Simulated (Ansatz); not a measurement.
Cu (β-Sn type, I4_1/amd) under volume change, r²SCAN (plane waves, PAW; program Ansatz), shape and atoms relaxed at each volume.

```json
[
 {"V (Å³/atom)": "11.452", "E − E(relaxed) (meV/atom)": "50.6", "P (GPa)": "15.74"},
 {"V (Å³/atom)": "11.829", "E − E(relaxed) (meV/atom)": "21.1", "P (GPa)": "9.52"},
 {"V (Å³/atom)": "12.207", "E − E(relaxed) (meV/atom)": "4.9", "P (GPa)": "4.33"},
 {"V (Å³/atom)": "12.584", "E − E(relaxed) (meV/atom)": "0.0", "P (GPa)": "0.00"},
 {"V (Å³/atom)": "12.962", "E − E(relaxed) (meV/atom)": "4.4", "P (GPa)": "-3.61"},
 {"V (Å³/atom)": "13.339", "E − E(relaxed) (meV/atom)": "16.5", "P (GPa)": "-6.61"},
 {"V (Å³/atom)": "13.717", "E − E(relaxed) (meV/atom)": "35.1", "P (GPa)": "-9.11"}
]
```

**Question.** What does a third-order Birch–Murnaghan fit give for V₀, B₀ and B′?

**Answer.** V₀ = 12.58 Å³/atom, B₀ = 131 GPa, B′ = 5.1.

The cell is a constructed one: a structure type filled with these elements; neither database checked (COD, Materials Project) lists it. It is not the phase usual at ambient conditions (space group No. 225). Symmetry was held in the r²SCAN relaxation; of distortions, only those at the zone centre were tested. The run is not spin-polarised.

Potentials: the later of the program's two PAW sets.
